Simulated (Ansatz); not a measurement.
YN (rock salt, Fm-3m), DFT-PBE in the program Ansatz with PAW potentials. The conduction-band minimum lies at X, with 3 equivalent valleys. Second derivatives d²E/dk² of the lowest band at one valley (eV·Å²), along Cartesian directions:

| direction | d²E/dk² |
|---|---|
| [100] | 5.902 |
| [010] | 69.37 |
| [001] | 69.37 |
| [110] | 37.69 |
| [101] | 37.69 |
| [011] | 69.33 |

Task: Find the principal effective masses, the density-of-states mass and the conductivity mass.

Result: Off-diagonal terms follow from H_xy = H[110] − (H_xx + H_yy)/2, and m*/mₑ = 7.620 eV·Å² over each eigenvalue: 0.11, 0.11, 1.3. One valley's DOS mass (m₁m₂m₃)^(1/3) = 0.25, conductivity mass 3/(Σ 1/mᵢ) = 0.16 mₑ.

Task: What effective density of states Nc follows at 300 K for parabolic valleys?

Result: Nc = 2.509e19 × 3 × (0.25)^(3/2) ≈ 9.4e18 cm⁻³.

The cell was relaxed with PBE under the symmetry of its start. No spin polarisation was allowed. Scalar-relativistic: spin–orbit coupling is off unless named, which matters more the heavier the elements.

Potentials: the earlier of the program's two PAW sets.

Edges and masses are those of Kohn–Sham bands, whose gap is no quasiparticle gap.
